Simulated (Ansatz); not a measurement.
# Equation of state of Hf₂Cu

```cif
data_structure
_symmetry_space_group_name_H-M 'P 1'
_symmetry_Int_Tables_number 1
_cell_length_a 6.0009
_cell_length_b 6.0009
_cell_length_c 6.0009
_cell_angle_alpha 149.375
_cell_angle_beta 149.375
_cell_angle_gamma 43.860
_cell_volume 55.92
loop_
_atom_site_label
_atom_site_type_symbol
_atom_site_fract_x
_atom_site_fract_y
_atom_site_fract_z
_atom_site_occupancy
Hf1 Hf 0.34000 0.34000 0.00000 1
Hf2 Hf 0.66000 0.66000 0.00000 1
Cu1 Cu 0.00000 0.00000 0.00000 1
```

The runs use the primitive cell with vectors (-1.585, 1.585, 5.567), (1.585, -1.585, 5.567), (1.585, 1.585, -5.567) Å, to which the k mesh refers.

The geometry is COD entry 1524980, unchecked; take it as a test cell.

Spin polarisation is left out, and whether a magnetic state lies lower isn't shown here.

No spin–orbit coupling, which matters for the heavy atoms here.

Methods: DFT, PBEsol, all-electron LAPW, scalar-relativistic (Ansatz 0.2.0); DFT, PBEsol, PAW with Ansatz's default frozen-core files, scalar-relativistic (Ansatz 0.2.0).

For LAPW: a Γ-centred 16×16×16 k mesh, Fermi–Dirac smearing of 0.03 eV, basis error target 1 meV/atom, no spin polarisation. PAW takes a cutoff of 420 eV at this cell (files made with PBE, cores remade for this functional). The Ansatz runs share mesh, smearing and spin set-up. Plane-wave (PAW) pressures include the program's estimate of the Pulay term.

The cell above is scaled evenly, with fractional coordinates and shape held.

```csv
V/V(cell),V (Å³/atom),"P, LAPW (GPa)","P, PAW (GPa)"
0.9400,17.522,?,?
0.9600,17.895,2.15,2.13
0.9800,18.268,-0.58,-0.61
0.9900,18.454,-1.85,-1.87
1.0000,18.640,-3.06,-3.08
1.0100,18.827,-4.21,-4.23
1.0200,19.013,-5.30,-5.32
1.0400,19.386,-7.33,-7.35
1.0600,19.759,-9.16,-9.18
```

Fill in the row V/V(cell) = 0.9400.

P, LAPW (GPa) = 5.17, P, PAW (GPa) = 5.15.

What do Birch–Murnaghan fits to the pressures give?

LAPW: V0 = 18.18 Å³/atom, B0 = 130 GPa, B0′ = 3.9; PAW: V0 = 18.18 Å³/atom, B0 = 130 GPa, B0′ = 3.9.

PAW's V0 lies -0.02 % from the all-electron value and its B0 0.0 %. With shape and internal coordinates held, B0 is an upper bound to the relaxed modulus.
